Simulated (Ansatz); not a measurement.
IrC in space group P-6m2 (No. 187; Ir on 1a, C on 1d) at seven volumes, r²SCAN in the plane-wave PAW code Ansatz, shape and atoms relaxed at each. One row is withheld.

| V (Å³/atom) | P (GPa) |
|---|---|
| 9.625 | 39.77 |
| 9.943 | 24.21 |
| 10.260 | 11.07 |
| 10.577 | 0.00 |
| 10.895 | -9.26 |
| 11.212 | ? |
| 11.529 | -23.60 |

### Question
Fit the shown pressures and predict the withheld one.

### Answer
Third-order Birch–Murnaghan: P = (3/2)B₀(x^(7/2) − x^(5/2))[1 + (3/4)(B′ − 4)(x − 1)] with x = (V₀/V)^(2/3). Least squares on the six rows gives V₀ = 10.578 Å³/atom, B₀ = 336.5 GPa, B′ = 4.75. At V = 11.212, x = 0.9619 and P = -17.06 GPa. The run itself gave -17.03 GPa.

The start of the workflow was typed in or built on a structure type; neither database checked (COD, Materials Project) lists it. Its standing as an ambient phase is unchecked. The cell was relaxed with r²SCAN under the symmetry of its start; whether a distortion lowers the energy is not shown. The run is not spin-polarised. Its formation energy is positive at this level, so the cell may be metastable or incomplete. Spin–orbit coupling is left out wherever it is not named.

Potentials: the earlier of the program's two PAW sets.
